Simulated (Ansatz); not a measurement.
Relaxed-ion elastic tensor of Ba₃MgTa₂O₉ in space group P-3m1 (No. 164; Pearson symbol hP15) in GPa (Voigt order), plane-wave PAW PBEsol (Ansatz code); density 7.73 g/cm³, 13.49 Å³ per atom.

```
 270  85.4  79.5  -8.4   0.0   0.0
85.4   270  79.5   8.4   0.0   0.0
79.5  79.5   278   0.0   0.0   0.0
-8.4   8.4   0.0  82.4   0.0   0.0
 0.0   0.0   0.0   0.0  82.4  -8.4
 0.0   0.0   0.0   0.0  -8.4  92.0
```

Problem. Is the crystal mechanically stable?

Solution. Yes: the smallest eigenvalue of C is 77.5 GPa.

Problem. Work out the Voigt, Reuss and Hill averages.

Solution. K_V = 145, K_R = 145, K_H = 145; G_V = 89.5, G_R = 88.4, G_H = 89.0 GPa.

Problem. Give Young's modulus, Poisson's ratio, Pugh's ratio and the universal anisotropy index.

Solution. E = 9KG/(3K + G) = 222 GPa; ν = 0.25; K/G = 1.63 (brittle by the Pugh limit of 1.75); A_U = 5G_V/G_R + K_V/K_R − 6 = 0.06.

Problem. Estimate the sound speeds and the Debye temperature.

Solution. v_l = √((K + 4G/3)/ρ) = 5840 m/s, v_t = √(G/ρ) = 3390 m/s, mean 3760 m/s; Θ = (h/k)(3n/4πV)^(1/3) v_m = 471 K.

Problem. How much does each axis shrink under pressure?

Solution. Linear compressibilities β_i = Σ_j S_ij (j = 1 to 3): x 2.3, y 2.3, z 2.3 per TPa.

The workflow started from a Materials Project entry (that database holds measured and hypothetical structures alike); the Crystallography Open Database files this formula in space group No. 164, but the cells were not matched. Its standing as an ambient phase is unchecked. Symmetry was held in the PBEsol relaxation; its stability against distortions is not shown here. No spin polarisation was allowed. Spin–orbit coupling is left out wherever it is not named.

Potentials: the later of the program's two PAW sets.
